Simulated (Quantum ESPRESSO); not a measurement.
KNa3Cl4, space group Pm-3m (No. 221):

```xyz
8
Lattice="5.9014 0.0000 0.0000 0.0000 5.9014 0.0000 0.0000 0.0000 5.9014" Properties=species:S:1:pos:R:3 pbc="T T T"
K      0.0000     0.0000     0.0000
Cl     2.9507     0.0000     0.0000
Na     0.0000     2.9507     2.9507
Cl     2.9507     2.9507     2.9507
Na     2.9507     0.0000     2.9507
Cl     0.0000     0.0000     2.9507
Na     2.9507     2.9507     0.0000
Cl     0.0000     2.9507     0.0000
```
The cell was made here from a computed Materials Project entry: one of 4 Na replaced by K, cell and atoms relaxed (PBE without dispersion, pw.x of a modified build of Quantum ESPRESSO, symmetry kept). The parent is NaCl in Fm-3m. The swapped cell is a model, not a known phase. Stability against distortions was not tested.

```csv
site,Wyckoff letter,site symmetry
K,a,m-3m
Cl1,d,4/mmm
Na,c,4/mmm
Cl2,b,m-3m
```

Cores are frozen. Against all-electron runs on small test molecules, this scheme's |Vzz| missed by −3 to −9 % on Cl.

**Question.** Where does symmetry force the field gradient to vanish or to be axial, and what does the PAW reconstruction of the field gradient on a scalar-relativistic PBE ground state (Quantum ESPRESSO, JTH datasets) give?

**Answer.** 
```json
[
 {"site": "K", "by symmetry": "vanishes (cubic site)", "Vzz (a.u.)": "0", "η_Q": "–"},
 {"site": "Cl1", "by symmetry": "axial, η = 0 (an axis of order 3 or more)", "Vzz (a.u.)": "-0.339", "η_Q": "0.00"},
 {"site": "Na", "by symmetry": "axial, η = 0 (an axis of order 3 or more)", "Vzz (a.u.)": "under 0.02", "η_Q": "–"},
 {"site": "Cl2", "by symmetry": "vanishes (cubic site)", "Vzz (a.u.)": "0", "η_Q": "–"}
]
```
